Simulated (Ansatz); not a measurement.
Input file for Ansatz (a program for electronic structure):

Ansatz 0.2 input:
```yaml
crystal:
  lattice:
    - [3.4516607906, 0.0, 0.0]
    - [-1.7258303953, 2.9892259299, 0.0]
    - [0.0, 0.0, 4.1395405865]
  atoms:
    - { symbol: Mg, position: [0.6666666667, 0.3333333333, 0.75] }
    - { symbol: Mg, position: [0.3333333333, 0.6666666667, 0.25] }
    - { symbol: O, position: [0.6666666667, 0.3333333333, 0.25] }
    - { symbol: O, position: [0.3333333333, 0.6666666667, 0.75] }
kpoints:
  mp_grid: { grid: [9, 9, 7] }
hamiltonian:
  xc: lda
  pseudopotentials: { azcp: { folder: ./paw }, kind: paw }
scf:
  occupations: { method: fixed }
elastic: { mode: relaxed_ion, stencil: two_point, amplitude: 0.005, f_tol: 0.0005 }
```

Output (shortened):

```
Pseudopotentials: kind: paw
Pseudopotential: Mg, paw, valence charge 10
Pseudopotential: O, paw, valence charge 6
Functional definition: SPW92
Crystal: 4 atoms, lattice volume = 42.711 Å³
Basis set: ecut = 420 eV, 805 PW (Γ)
Bands: 20, of which v1, the nominal top of the filled ones, is band 16 counted from 1 (15 counted from 0)
Symmetry: 24 space group operations
Space group: P63/mmc (ITA 194), of the structure as read, at distance tolerance 3.5e-5 Å
k-points: 48 of 567
PAW frozen core: Mg, regenerated for the run's functional, and the local potential with it
PAW frozen core: O, regenerated for the run's functional, and the local potential with it
Initial density: superposition of atomic densities (chi_scale 0.1, normalization cell, long waves kept (reshape's long-wave potential 0.00 eV rms))
Initial wavefunctions: pseudopotential atomic-orbital guess
Eigensolver: davidson
Functional: x = slater, c = lda
all-band conjugate gradients solve this SCF's bands
SCF 1 converged in 11 iterations: F = -4919.813026 eV  dr2 = 1.40e-15
Crystal: 4 atoms, lattice volume = 42.497 Å³
Symmetry: 8 space group operations
k-points: 100 of 567
Initial density: handed on by an earlier stage of this run
Initial wavefunctions: pseudopotential atomic-orbital guess (no wavefunctions were taken with the density)
SCF 2 converged in 10 iterations: F = -4919.812228 eV  dr2 = 9.26e-15
relax step   1: F+E_penalty+E_count = -4919.81222820 eV  Δ(F+E_penalty+E_count) = +0.000e0 eV  max|allowed force component| = 4.748e-2 eV/Å  Δτ_max = 0.0000 Å  (10 SCF iters, accepted)
density extrapolation: transplant  |δρ|_rms = 5.559e-2 e/Å³  SAD shift = 2.343e-3 e/Å³
Crystal: 4 atoms, lattice volume = 42.497 Å³
Initial wavefunctions: those handed on with the density
SCF 3 converged in 8 iterations: F = -4919.812326 eV  dr2 = 2.64e-15
relax step   2: F+E_penalty+E_count = -4919.81232625 eV  Δ(F+E_penalty+E_count) = -9.805e-5 eV  max|allowed force component| = 3.316e-2 eV/Å  Δτ_max = 0.0010 Å  (8 SCF iters, accepted)
density extrapolation: transplant  |δρ|_rms = 5.559e-2 e/Å³  SAD shift = 1.836e-2 e/Å³
Crystal: 4 atoms, lattice volume = 42.497 Å³
SCF 4 converged in 8 iterations: F = -4919.812426 eV  dr2 = 2.31e-14
relax step   3: F+E_penalty+E_count = -4919.81242593 eV  Δ(F+E_penalty+E_count) = -9.968e-5 eV  max|allowed force component| = 1.127e-2 eV/Å  Δτ_max = 0.0032 Å  (8 SCF iters, accepted)
density extrapolation: transplant  |δρ|_rms = 5.559e-2 e/Å³  SAD shift = 7.159e-3 e/Å³
Crystal: 4 atoms, lattice volume = 42.497 Å³
SCF 5 converged in 8 iterations: F = -4919.812443 eV  dr2 = 7.26e-15
relax step   4: F+E_penalty+E_count = -4919.81244262 eV  Δ(F+E_penalty+E_count) = -1.669e-5 eV  max|allowed force component| = 1.110e-3 eV/Å  Δτ_max = 0.0012 Å  (8 SCF iters, accepted)
density extrapolation: transplant  |δρ|_rms = 5.559e-2 e/Å³  SAD shift = 5.009e-4 e/Å³
Crystal: 4 atoms, lattice volume = 42.497 Å³
SCF 6 converged in 6 iterations: F = -4919.812443 eV  dr2 = 2.29e-14
relax step   5: F+E_penalty+E_count = -4919.81244278 eV  Δ(F+E_penalty+E_count) = -1.515e-7 eV  max|allowed force component| = 1.134e-5 eV/Å  Δτ_max = 0.0001 Å  (6 SCF iters, accepted)
Crystal: 4 atoms, lattice volume = 42.497 Å³
SCF 7 converged in 2 iterations: F = -4919.812443 eV  dr2 = 8.73e-16
Crystal: 4 atoms, lattice volume = 42.924 Å³
Basis set: ecut = 420 eV, 813 PW (Γ)
SCF 8 converged in 10 iterations: F = -4919.812174 eV  dr2 = 1.03e-14
relax step   1: F+E_penalty+E_count = -4919.81217374 eV  Δ(F+E_penalty+E_count) = +0.000e0 eV  max|allowed force component| = 4.521e-2 eV/Å  Δτ_max = 0.0000 Å  (10 SCF iters, accepted)
density extrapolation: transplant  |δρ|_rms = 5.541e-2 e/Å³  SAD shift = 1.215e-2 e/Å³
Crystal: 4 atoms, lattice volume = 42.924 Å³
SCF 9 converged in 9 iterations: F = -4919.812374 eV  dr2 = 1.16e-15
relax step   2: F+E_penalty+E_count = -4919.81237418 eV  Δ(F+E_penalty+E_count) = -2.004e-4 eV  max|allowed force component| = 2.461e-3 eV/Å  Δτ_max = 0.0025 Å  (9 SCF iters, accepted)
density extrapolation: transplant  |δρ|_rms = 5.541e-2 e/Å³  SAD shift = 8.697e-4 e/Å³
Crystal: 4 atoms, lattice volume = 42.924 Å³
SCF 10 converged in 7 iterations: F = -4919.812375 eV  dr2 = 4.20e-15
relax step   3: F+E_penalty+E_count = -4919.81237485 eV  Δ(F+E_penalty+E_count) = -6.705e-7 eV  max|allowed force component| = 2.425e-5 eV/Å  Δτ_max = 0.0001 Å  (7 SCF iters, accepted)
Crystal: 4 atoms, lattice volume = 42.924 Å³
SCF 11 converged in 2 iterations: F = -4919.812375 eV  dr2 = 1.66e-15
density extrapolation: transplant  |δρ|_rms = 5.549e-2 e/Å³  SAD shift = 1.011e-2 e/Å³
Crystal: 4 atoms, lattice volume = 42.497 Å³
SCF 12 converged in 8 iterations: F = -4919.812115 eV  dr2 = 7.15e-14
density extrapolation: first-order (α = -2.000)  |δρ|_rms = 5.549e-2 e/Å³  SAD shift = 1.003e-2 e/Å³
Crystal: 4 atoms, lattice volume = 42.924 Å³
Basis set: ecut = 420 eV, 817 PW (Γ)
SCF 13 converged in 7 iterations: F = -4919.812153 eV  dr2 = 3.07e-14
Crystal: 4 atoms, lattice volume = 42.711 Å³
Basis set: ecut = 420 eV, 809 PW (Γ)
Symmetry: 4 space group operations
k-points: 160 of 567
SCF 14 converged in 9 iterations: F = -4919.812667 eV  dr2 = 1.43e-14
relax step   1: F+E_penalty+E_count = -4919.81266725 eV  Δ(F+E_penalty+E_count) = +0.000e0 eV  max|allowed force component| = 2.203e-4 eV/Å  Δτ_max = 0.0000 Å  (9 SCF iters, accepted)
Crystal: 4 atoms, lattice volume = 42.711 Å³
SCF 15 converged in 2 iterations: F = -4919.812667 eV  dr2 = 4.66e-15
Crystal: 4 atoms, lattice volume = 42.711 Å³
SCF 16 converged in 9 iterations: F = -4919.812667 eV  dr2 = 1.44e-14
relax step   1: F+E_penalty+E_count = -4919.81266725 eV  Δ(F+E_penalty+E_count) = +0.000e0 eV  max|allowed force component| = 2.203e-4 eV/Å  Δτ_max = 0.0000 Å  (9 SCF iters, accepted)
Crystal: 4 atoms, lattice volume = 42.711 Å³
SCF 17 converged in 2 iterations: F = -4919.812667 eV  dr2 = 4.72e-15
SCF converged after 11 iterations
Free energy (F): -4919.813026 eV
Harris-Foulkes:  -4919.813026 eV  (|F-HF|=9.09e-13)
Internal energy: -4919.813026 eV  (E = F + TS)
E sigma→0 (E₀):  -4919.813026 eV
Fermi energy:    6.078601 eV
--- Per-component energies (eV) ---
  E_band       = -643.433620
  E_kinetic    = 485.107032
  E_local      = -3791.496518  (includes V_loc(G=0)·N_el)
  E_nonlocal   = 499.163897
  E_hartree    = 1296.713440
  E_xc         = -197.917930
  E_vxc        = -255.330304  (∫ρ·V_xc dr)
  E_paw        = -862.071657  (= ΣΔE_a)
  E_vpaw       = -174.305953  (= ΣTr[D̂ρ^β])
  E_aug_tail   = 0.001345  (compensation charges beyond the density's cutoff)
  E_ewald      = -2349.807437
  E_core_change = 0.494802  (= ΣΔE_core)
  E_smearing   =  0.000000  (= −TS)
  E_closure    =  0.000000  (closes the sum)
  Σ components = -4919.813026   (vs F -4919.813026, Δ=0.00e0)
--- Forces (eV/Å), atoms counted from 1 ---
  atom   1  Mg     0.00000000     0.00000000     0.00000000
  atom   2  Mg     0.00000000     0.00000000     0.00000000
  atom   3  O      0.00000000     0.00000000     0.00000000
  atom   4  O      0.00000000     0.00000000     0.00000000
  max |Σ_I F_I| component: 7.29e-17 eV/Å
--- Stress (GPa, compression-positive) ---
       -0.007362       0.000000       0.000000
        0.000000      -0.007362       0.000000
        0.000000       0.000000      -0.005241
  P = ⅓ Tr σ = -0.0067 GPa (-0.067 kbar)
  The stress holds the Pulay correction. Without it, at fixed plane waves, as pw.x and ABINIT print it: P = -0.4658 GPa
  The stress includes an estimate of the error left by incomplete SCF convergence (largest component  0.0000 GPa; it does not cover the PAW one-centre terms).
--- Band table (eV; the first three rows and the last of 48) ---
  k-point 0: bands = ["-65.2571", "-65.2415", "-32.7305", "-32.7052", "-32.7052", "-32.6736", "-32.6736", "-32.6423", "-10.7145", "-9.1686", "2.3011", "4.2755", "4.2755", "5.2320", "5.2320", "6.0786", "9.5717", "15.5602", "18.3741", "18.5596"]
  k-point 1: bands = ["-65.2563", "-65.2423", "-32.7266", "-32.7036", "-32.7036", "-32.6752", "-32.6752", "-32.6472", "-10.6370", "-9.2422", "2.3961", "4.3187", "4.3187", "5.1807", "5.1807", "5.6831", "9.9831", "15.1906", "18.4748", "18.4748"]
  k-point 2: bands = ["-65.2541", "-65.2444", "-32.7156", "-32.6992", "-32.6992", "-32.6795", "-32.6795", "-32.6606", "-10.4196", "-9.4514", "2.6971", "4.4423", "4.4423", "4.8473", "5.0388", "5.0388", "10.9004", "14.2930", "18.4331", "18.4331"]
  k-point 47: bands = ["-65.2483", "-65.2483", "-32.7396", "-32.7396", "-32.7053", "-32.6943", "-32.6536", "-32.6536", "-9.5418", "-9.5418", "2.3693", "2.3693", "3.1867", "3.7974", "5.6315", "5.6315", "13.9575", "14.3557", "17.0351", "17.0351"]
  band table: 20 of 20 bands, residual norms ≤ 1.0e-3 eV
--- Elastic constants: 3 strain directions × 2 members + reference (group order 24) ---
  dense FFT box of the reference and of every strained cell: 24×24×30
  strains applied: 11, 33, 23; error gains …
  C = ∂σ_k/∂η_j (tension-positive GPa; Voigt order 11 22 33 23 13 12):
       196.735    137.360     79.965      0.000      0.000      0.000
       137.360    196.735     79.965      0.000      0.000      0.000
        79.873     79.873    287.042      0.000      0.000      0.000
         0.000      0.000      0.000    118.626      0.000      0.000
         0.000      0.000      0.000      0.000    118.626      0.000
         0.000      0.000      0.000      0.000      0.000     29.687
  reference stress σ⁰ (GPa):      0.007      0.007      0.005      0.000      0.000      0.000
  moduli (Voigt/Reuss/Hill, GPa): K = 141.66/141.25/141.45   G = 78.94/52.94/65.94   E = 171.21   ν = 0.298
  mechanically stable: yes (min eigenvalue of sym C = 29.69 GPa)
  strain η (Voigt 11):  stress-route row diagonal C_11 = 196.73 GPa, energy-path curvature d²(F+E_count+ΔE)/dδ²/Ω₀ = 196.63 GPa
         δ    σ_11 (GPa)             F (eV)   n_scf  n_hpsi   n_pw
    -5.000e-3      -0.9879       -4919.8124428       2   17132    842   relax 5 steps, max|allowed force component| 1.13e-5 eV/Å
     5.000e-3       0.9794       -4919.8123749       2   17047    852   relax 3 steps, max|allowed force component| 2.43e-5 eV/Å
  strain η (Voigt 33):  stress-route row diagonal C_33 = 287.04 GPa, energy-path curvature d²(F+E_count+ΔE)/dδ²/Ω₀ = 287.32 GPa
         δ    σ_33 (GPa)             F (eV)   n_scf  n_hpsi   n_pw
    -5.000e-3      -1.4744       -4919.8121154       8   18313    848   relax 0 steps, max|allowed force component| 3.10e-16 eV/Å
     5.000e-3       1.3960       -4919.8121526       7   14708    848   relax 0 steps, max|allowed force component| 2.22e-16 eV/Å
  strain η (Voigt 23):  stress-route row diagonal C_44 = 118.63 GPa, energy-path curvature d²(F+E_count+ΔE)/dδ²/Ω₀ = 118.75 GPa
         δ    σ_23 (GPa)             F (eV)   n_scf  n_hpsi   n_pw
    -5.000e-3      -0.5931       -4919.8126673       2   27330    848   relax 1 steps, max|allowed force component| 2.20e-4 eV/Å
     5.000e-3       0.5931       -4919.8126673       2   27333    848   relax 1 steps, max|allowed force component| 2.20e-4 eV/Å
```

Cost: about 50 core-seconds (a rough figure) on shared cores.

Space group P6_3/mmc. The workflow started from a Materials Project entry (that database holds measured and hypothetical structures alike); the Crystallography Open Database copy checked does not list it. It is not the phase usual at ambient conditions (space group No. 225). The cell was relaxed with LDA under the symmetry of its start; phonons on a q-mesh show no instability.

Potentials: the earlier of the program's two PAW sets.

Ansatz is a plane-wave DFT program.
